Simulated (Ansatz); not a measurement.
Level of theory: DFT PBE, scalar-relativistic, plane waves, PAW (Ansatz 0.2.0). All cells share a 420 eV cutoff and Γ-centred k meshes spaced at most about 0.3 Å⁻¹ (about 0.25 or finer for metals, 2π included). No spin polarisation in the final relaxations.

All energies are static (0 K, no zero-point motion). All come from trial cells, and lower structures may exist.

Question: Order these relaxed structures of Na2Sb by energy, lowest first, with the energy over the lowest of them.
A.

```xyz
3
Lattice="0.0000 3.7076 3.7076 3.7076 0.0000 3.7076 3.7076 3.7076 0.0000" Properties=species:S:1:pos:R:3 pbc="T T T"
Na    1.8538    1.8538    1.8538
Na    5.5614    5.5614    5.5614
Sb    3.7076    3.7076    3.7076
```

B.

```xyz
3
Lattice="5.4115 0.0000 0.0000 0.0000 5.4115 0.0000 0.0000 0.0000 3.4569" Properties=species:S:1:pos:R:3 pbc="T T T"
Na    2.7057    0.0000    1.7285
Na    0.0000    2.7057    1.7285
Sb    0.0000    0.0000    0.0000
```

Answer: B (0 meV/atom), A (122 meV/atom). Forms: B P4/mmm; A anti-fluorite type, Fm-3m. Counting Sb atoms around Na (those within 1.25 times the shortest such distance or 1.15 times the sum of covalent radii): B has Na 4; A has Na 4.

These runs have no spin–orbit coupling, which can matter for Sb. A magnetic state wasn't ruled out in cells without spin, among them Fm-3m. Cells relaxed within their symmetry can be saddle points. Some types were kept out of the candidates beforehand, so the set may lack a known form.
